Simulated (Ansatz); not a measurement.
## Find the missing element

Cell vectors (Å):

```
 2.9915  0.0000  0.0000
-1.4958  2.5907  0.0000
 0.0000  0.0000  4.8973
```

```csv
atom,a,b,c
X,0.3333,0.6667,0.2500
X,0.6667,0.3333,0.7500
```

Theory: LDA, PAW on Ansatz 0.2.0's default frozen-core files (fitted under PBE), scalar-relativistic. k mesh 16×16×8, strains of ±0.008, Fermi-Dirac smearing of 0.050 eV.

Elastic constants of a crystal by Kohn-Sham DFT: slopes of the stress over finite engineering strains of the given cell, Voigt indices, Cartesian axes as in the cell vectors.

```
index  elastic (GPa)
   11           25.3
   12           14.5
   13            4.9
   33           35.6
   44            3.8
```

Problem. All X atoms are one element. Which one was computed?

Solution. Li; the crystal is Li (P6_3/mmc, a database entry that needn't be its stable phase).

Known limits: frozen-core PAW files fitted under PBE, their cores solved anew for the functional of the run; responses of metals move with mesh and smearing; elastic stability says nothing of phonons or of other phases.
